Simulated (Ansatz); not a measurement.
# Ansatz 0.2.0, relaxation: YSi₂Ru₂

The command:

```bash
ansatz run input.yaml --threads 2 --pin off --max-ram 2560MiB --backend cpu --events-out ev --progress --plain --runs-dir out
```

The input file (Ansatz 0.2.0, plane waves):

```yaml
crystal:
  lattice:
    - [0.0, 4.12718, 0.0]
    - [4.12718, 0.0, 0.0]
    - [2.06359, 2.06359, -4.695653]
  atoms:
    - { symbol: "Y", position: [0.0, 0.0, 0.0] }
    - { symbol: Ru, position: [0.75, 0.25, 0.5] }
    - { symbol: Ru, position: [0.25, 0.75, 0.5] }
    - { symbol: Si, position: [0.354, 0.354, 0.292] }
    - { symbol: Si, position: [0.646, 0.646, 0.708] }
  symmetry: { tolerance: 0.0003 }
kpoints:
  mp_grid: { grid: [7, 7, 7], shift: [0, 0, 0] }
magnetization:
  spin_polarized: false
scf:
  occupations: { method: gaussian, width: 0.1358 }
  lower_state_search: "off"
hamiltonian:
  pseudopotentials: { kind: paw }
  xc: pbesol
basis:
  ecutwfc: 420
  fft_grid_basis: typed
relax:
  max_steps: 80
  f_tol: 0.03
output:
  forces: true
  stress: true
  eigenvalues: true
  bader: true
  populations: true
  elf: true
  write_potential: true
  volumetric_format: npy
  dos:
    e_range: [-12, 8]
    de: 0.05
    projected: { site_lists: { Ru: [Ru], Si: [Si], "Y": ["Y"] } }
  write_density: true
checkpoint:
  read: saved_state
```

Origin of the cell: a known structure type with other elements, at an estimated volume, so it need not be a known compound.

The saved state is a converged single point of the same cell.

Steps:

| step | ΔF (meV/atom) | max force component (eV/Å) | SCF iterations | step was |
| --- | --- | --- | --- | --- |
| 1 | 0.0 | 2.271 | 6 | accepted |
| 2 | -66.1 | 0.385 | 6 | accepted |
| 3 | -67.8 | 0.003 | 6 | accepted |
| 4 | -67.8 | 0.004 | 6 | accepted |

Step 1, with forces in eV/Å:

```xyz
5
Lattice="0.000 4.127 0.000 4.127 0.000 0.000 2.064 2.064 -4.696" Properties=species:S:1:pos:R:3:forces:R:3 pbc="T T T" step=1
Y     0.000    0.000    0.000    0.000    0.000    0.000
Ru    2.064    4.127   -2.348    0.000    0.000    0.000
Ru    4.127    2.064   -2.348    0.000    0.000    0.000
Si    2.064    2.064   -1.371    0.000    0.000    2.271
Si    4.127    4.127   -3.325    0.000    0.000   -2.271
```

Step 2, with forces in eV/Å:

```xyz
5
Lattice="0.000 4.127 0.000 4.127 0.000 0.000 2.064 2.064 -4.696" Properties=species:S:1:pos:R:3:forces:R:3 pbc="T T T" step=2
Y     0.000    0.000    0.000    0.000    0.000    0.000
Ru    2.064    4.127   -2.348    0.000    0.000    0.000
Ru    4.127    2.064   -2.348    0.000    0.000    0.000
Si    2.064    2.064   -1.250    0.000    0.000    0.385
Si    4.127    4.127   -3.446    0.000    0.000   -0.385
```

Step 4, with forces in eV/Å:

```xyz
5
Lattice="0.000 4.127 0.000 4.127 0.000 0.000 2.064 2.064 -4.696" Properties=species:S:1:pos:R:3:forces:R:3 pbc="T T T" step=4
Y     0.000    0.000    0.000    0.000    0.000    0.000
Ru    2.064    4.127   -2.348    0.000    0.000    0.000
Ru    4.127    2.064   -2.348    0.000    0.000    0.000
Si    2.064    2.064   -1.228    0.000    0.000    0.004
Si    4.127    4.127   -3.467    0.000    0.000   -0.004
```

- Free energy lowered by: 67.8 meV/atom
- Final pressure: 2.63 GPa
- Relaxation steps listed: 4

Caveats: no moments, though an odd count or open d shells may carry them; the SCF threshold is looser than advised for a stress; the relaxation held the start's symmetry, so the end may be a saddle point.

The run took 41 s on 2 threads of Arm Neoverse V1, with other jobs on the host, peak memory 0.44 GiB, from a saved density.
